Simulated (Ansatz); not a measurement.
PbS:
```
PbS
1.0
    0.00000     2.96702     2.96702
    2.96702     0.00000     2.96702
    2.96702     2.96702     0.00000
Pb S
1 1
Direct
  0.00000   0.00000   0.00000
  0.50000   0.50000   0.50000
```

Relaxed with PBE+D3(BJ). Special points in fractions of this cell's reciprocal vectors: Γ (0.000, 0.000, 0.000); X (0.500, 0.000, 0.500); U (0.625, 0.250, 0.625); K (0.375, 0.375, 0.750); L (0.500, 0.500, 0.500); W (0.500, 0.250, 0.750).

List the band energies nearest the valence-band maximum at these points for PBE+D3(BJ) with spin–orbit coupling (plane waves, PAW; program Ansatz).

In eV from the valence-band maximum; about four levels below and three above (degenerate sets whole), none deeper than 8.9 eV; points with the same levels are listed once.

| k | below | above |
|---|---|---|
| Γ | -2.04 -2.04 -2.04 -2.04 | 3.53 3.53 6.05 6.05 6.05 6.05 |
| X | -3.56 -3.56 -3.24 -3.24 | 3.98 3.98 4.54 4.54 |
| U | -2.94 -2.94 -2.40 -2.40 | 3.02 3.02 4.19 4.19 |
| L | -1.73 -1.73 0.00 0.00 | 0.08 0.08 1.67 1.67 |
| W | -4.23 -4.23 -0.97 -0.97 | 2.00 2.00 4.59 4.59 |

Space group Fm-3m (rock salt). The cell was relaxed with PBE+D3(BJ) under the symmetry of its start.

Potentials: the earlier of the program's two PAW sets.
